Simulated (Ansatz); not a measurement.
Relaxation of a relaxed CrI3 cell shaken by Gaussian noise of σ = 0.08 Å a coordinate; 8 atoms in the cell, which starts as P1 (No. 1), aP8; a = b = 6.987 Å, c = 7.440 Å, α = β = 61.99°, γ = 60.00°. Method: PBE (plane waves to 420 eV, PAW, scalar-relativistic; Ansatz, a quantum-chemistry and plane-wave program). Γ-centred k-mesh 4×4×4 on the run's cell (coarser than for final values), Fermi–Dirac smearing 0.05 eV. This is the first round of the run. Spin-polarised start, with parallel moments on Cr.

The optimiser's lines from the output (shortened; P is positive under compression):

```
relax step   1: F+E_penalty+E_count = -51835.44949274 eV  Δ(F+E_penalty+E_count) = +0.000e0 eV  max|allowed force component| = 9.821e-1 eV/Å  Δτ_max = 0.0000 Å  P = +1.337 GPa  Ω = 264.335 Å³  (22 SCF iters, dr2 threshold 1.00e-7 eV, accepted)
relax step   2: F+E_penalty+E_count = -51835.76414831 eV  Δ(F+E_penalty+E_count) = -3.147e-1 eV  max|allowed force component| = 3.013e-1 eV/Å  Δτ_max = 0.1969 Å  P = -0.095 GPa  Ω = 265.117 Å³  (11 SCF iters, dr2 threshold 8.00e-7 eV, accepted)
relax step   3: F+E_penalty+E_count = -51835.82812404 eV  Δ(F+E_penalty+E_count) = -6.398e-2 eV  max|allowed force component| = 9.044e-3 eV/Å  Δτ_max = 0.0996 Å  P = -0.019 GPa  Ω = 264.353 Å³  (8 SCF iters, dr2 threshold 8.00e-7 eV, accepted)
relax step   4: F+E_penalty+E_count = -51835.82843775 eV  Δ(F+E_penalty+E_count) = -3.137e-4 eV  max|allowed force component| = 1.550e-3 eV/Å  Δτ_max = 0.0079 Å  P = +0.003 GPa  Ω = 264.259 Å³  (8 SCF iters, dr2 threshold 2.31e-8 eV, accepted)
relax step   5: F+E_penalty+E_count = -51835.82843225 eV  Δ(F+E_penalty+E_count) = +5.499e-6 eV  max|allowed force component| = 1.549e-3 eV/Å  Δτ_max = 0.0000 Å  P = +0.002 GPa  Ω = 264.259 Å³  stress off target by 1.20e-2 GPa  SCF on the basis re-selected at this cell (its energy is not comparable with the rows above)  (15 SCF iters)
```

From the first to the last row the energy changes by -0.05 eV/atom and the volume by 0.0 %. The last row is marked as not comparable with the walk above it, whose basis was carried along; it does compare with step 1, since both stand on a basis selected at the nominal cutoff for their own cell.

Later rounds, restarted from the end of this one on a renewed k-mesh, logged 2 more steps and released under 0.01 eV/atom more. The final structure after all rounds: R-3c, hexagonal axes (No. 167), hR8; a = b = 6.987 Å, c = 18.751 Å, α = β = 90.00°, γ = 120.00°. Spin state reached: ferromagnetic (net 0.75 μB/atom), from parallel starting moments; other spin orders were not run from this start.

The relaxed structure here is a generated cell of CrI3: the first start was made by placing the elements on the sites of a structure type, and the end was not matched to a known phase here, so it may be hypothetical. Known forms of CrI3 include space group No. 148.
